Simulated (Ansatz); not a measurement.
Given:

CdPd:
```
CELL_PARAMETERS angstrom
      3.03191     0.00000     0.00000
      0.00000     3.03191     0.00000
      0.00000     0.00000     3.67714
ATOMIC_POSITIONS crystal
  Cd 0.00000 0.00000 0.00000
  Pd 0.50000 0.50000 0.50000
```

This is the r²SCAN-relaxed structure.

Task: All from plane-wave PAW r²SCAN (Ansatz code), unless another level is named. Estimate the density of states at the Fermi level.

Result: 0.23 states/eV per atom (mean over ±0.08 eV).

Task: What about the formation energy from the elements (no fitted shifts)?

Result: -0.47 eV/atom.

Task: And the gap with spin–orbit coupling?

Result: none (metallic).

Space group P4/mmm (L1₀ or tetragonal B2). The workflow started from an entry of the Crystallography Open Database (COD). Whether it is the stable phase at ambient conditions was not checked. The r²SCAN relaxation kept the symmetry of its start; whether a distortion lowers the energy is not shown. No spin polarisation was allowed. The references are the lowest solids computed at this level, not always the standard phases. Spin–orbit coupling is left out wherever it is not named.

Potentials: the later of the program's two PAW sets.
